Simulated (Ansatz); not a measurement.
The cell below belongs to a search over invented structures; it isn't taken from experiment.

Input and command of a plane-wave DFT calculation in Ansatz:

```yaml
crystal:
  lattice:
    - [-2.1780280659, 2.1780280659, 6.2413460503]
    - [2.1780280659, -2.1780280659, 6.2413460503]
    - [2.1780280659, 2.1780280659, -6.2413460503]
  atoms:
    - { symbol: Zn, position: [0.0, 0.0, 0.0] }
    - { symbol: Ga, position: [0.8538551778, 0.4305879149, 0.0] }
    - { symbol: Ga, position: [0.4305879149, 0.8538551778, 0.0] }
    - { symbol: Ga, position: [0.1461448222, 0.1461448222, 0.5767327371] }
    - { symbol: Ga, position: [0.5694120851, 0.5694120851, 0.4232672629] }
    - { symbol: O, position: [0.25, 0.75, 0.5] }
    - { symbol: O, position: [0.75, 0.25, 0.5] }
basis:
  ecutwfc: 420
kpoints:
  mp_grid: { grid: [10, 10, 10] }
hamiltonian:
  xc: pbe
scf:
  occupations: { method: gaussian, width: 0.1 }
output:
  forces: true
  stress: true
  eigenvalues: true
relax:
  adjacent_minimum: "off"
  f_tol: 0.001
  max_steps: 60
  cell: { stress_tol: 0.01 }
```

```bash
ansatz run input.yaml --threads 3 --pin off --max-ram 7680MiB --backend cpu --events-out ev --progress --plain --runs-dir out
```

Processor: Intel(R) Xeon(R) Processor @ 2.50GHz (Skylake/Cascade Lake), 3 threads, on a host shared with other jobs.

Task: How long does it run, and how much memory does it take?

Result: About 95 s, peak memory 0.73 GiB. It solves 46 bands at 102 k points (after reduction by symmetry) with about 2357 plane waves (on the last cell), in 18 SCF iterations over 2 ionic steps.
